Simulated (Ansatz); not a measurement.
BAs:
```cif
data_As3B3
_chemical_formula_sum 'B3 As3'
_space_group_name_H-M_alt 'P6222'
_space_group_IT_number 180
_space_group_name_Hall 'P 62 2 (0 0 4)'
_cell_length_a 3.42907
_cell_length_b 3.42907
_cell_length_c 7.40285
_cell_angle_alpha 90.000
_cell_angle_beta 90.000
_cell_angle_gamma 120.000
loop_
_atom_site_label
_atom_site_type_symbol
_atom_site_symmetry_multiplicity
_atom_site_Wyckoff_symbol
_atom_site_fract_x
_atom_site_fract_y
_atom_site_fract_z
_atom_site_occupancy
B1 B 3 d 0.50000 0.00000 0.50000 1
As1 As 3 c 0.50000 0.00000 0.00000 1
```

Relaxed with PBEsol.

Q: Give the optical modes at the zone centre with their infrared activity from DFPT, PBEsol (plane waves, PAW; program Ansatz).

A: Transverse frequencies, without the LO–TO term; a row sums one degenerate level.

| ω (cm⁻¹) | degeneracy | IR ((D/Å)²/amu) | activity | symmetry |
|---|---|---|---|---|
| 170 | 1 | 0.00 | IR-inactive | B1 |
| 170 | 1 | 0.00 | IR-inactive | B2 |
| 174 | 2 | 0.20 | IR | E1 |
| 268 | 2 | 0.00 | IR-inactive | E2 |
| 419 | 1 | 0.00 | IR-inactive | B1 |
| 500 | 2 | 3.35 | IR | E1 |
| 615 | 1 | 0.74 | IR | A2 |
| 633 | 2 | 0.00 | IR-inactive | E2 |
| 660 | 2 | 0.17 | IR | E1 |
| 664 | 1 | 0.00 | IR-inactive | B2 |

Q: How high does the top mode go among those that the LO–TO term moves?

A: 503 cm⁻¹ for q along x, 503 cm⁻¹ for q along y.

Space group P6_222. The start of the workflow was typed in or built on a structure type; neither database checked (COD, Materials Project) lists it. It is not the phase usual at ambient conditions (space group No. 216). The cell was relaxed with PBEsol under the symmetry of its start; of distortions, only those at the zone centre were tested. Its formation energy is positive at this level, so the cell may be metastable or incomplete.

Potentials: the later of the program's two PAW sets.
